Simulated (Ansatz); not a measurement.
A relaxed cell of Y2AlN3 is given with its symmetry left out. The cell was found from a structure generator's guess, not taken from experiment.

All numbers below come from Ansatz, DFT PBE, scalar-relativistic, plane waves, PAW. Cutoff 420 eV, Γ-centred mesh, Gaussian smearing, no spin polarisation.

```yaml
crystal:
  lattice:
    - [3.31491, 0.00000, 0.00000]
    - [-1.65745, 2.87080, 0.00000]
    - [0.00000, 0.00000, 7.97758]
  atoms:
    - { symbol: Y, position: [0.33333, 0.66667, 0.68186] }
    - { symbol: Y, position: [0.66667, 0.33333, 0.31814] }
    - { symbol: Al, position: [0.00000, 0.00000, 0.00000] }
    - { symbol: N, position: [0.33333, 0.66667, 0.14008] }
    - { symbol: N, position: [0.66667, 0.33333, 0.85992] }
    - { symbol: N, position: [0.00000, 0.00000, 0.50000] }
```

The zero of energy is the elements' standard structures at the same level (N₂ as a molecule); no fitted shifts are applied.

(1) Find its symmetry and describe it.

(2) What is its formation energy per atom?

(3) Is it a metal?

Results:

(1) P-3m1 (No. 164), with Y and Al ordered on rock salt sites. Conventional cell: a = 3.315 Å, c = 7.978 Å. Around Y lie 6 N at 2.38–2.40 Å and 3 Al at 3.18 Å; around Al lie 6 N at 2.22 Å and 6 Y at 3.18 Å; around N on a site of symmetry 3m lie 3 Al at 2.22 Å and 3 Y at 2.38 Å; around N on a site of symmetry -3m lie 6 Y at 2.40 Å.

(2) −1.333 eV/atom.

(3) No, the gap on the 12×12×6 mesh is 0.51 eV.

The last run used a 12×12×6 mesh (in the run's order of axes) for its 6-atom cell and Gaussian smearing of 0.02 eV. Kohn–Sham gaps at this level usually fall short of measured ones. A later test with randomly moved atoms came back to the same energy, though modes that don't fit the test's cell weren't probed. Another cell of Y2AlN3 relaxed alike, in Cmc2_1 (a Materials Project cell), lies 92 meV/atom lower, so this cell isn't the stable form at this level.
